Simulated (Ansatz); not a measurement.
AgW in space group Cmcm (No. 63; Ag on 4c, W on 4c) under volume change, plane-wave PAW PBEsol (Ansatz code), shape and atoms relaxed at each volume.

```
V (Å³/atom)  E − E(relaxed) (meV/atom)  P (GPa)
-----------  -------------------------  -------
14.878                            98.3    23.47
15.368                            41.0    14.23
15.859                             9.6     6.48
16.349                             0.0     0.01
16.840                             [?]      [?]
17.330                             [?]      [?]
17.821                            67.8   -13.46
```

Q: Some entries are withheld; supply them.

A: 
- 16.840, E − E(relaxed) (meV/atom): 8.5
- 16.840, P (GPa): -5.38
- 17.330, E − E(relaxed) (meV/atom): 32.0
- 17.330, P (GPa): -9.83

Q: What does a third-order Birch–Murnaghan fit give for V₀, B₀ and B′?

A: V₀ = 16.35 Å³/atom, B₀ = 195 GPa, B′ = 5.1.

The start of the workflow was typed in or built on a structure type; neither database checked (COD, Materials Project) lists it. Whether it is the stable phase at ambient conditions was not checked. The cell was relaxed with PBEsol under the symmetry of its start; whether a distortion lowers the energy is not shown. The run is not spin-polarised. Its formation energy is positive at this level, so the cell may be metastable or incomplete. Scalar-relativistic: spin–orbit coupling is off unless named, which matters more the heavier the elements.

Potentials: the later of the program's two PAW sets.
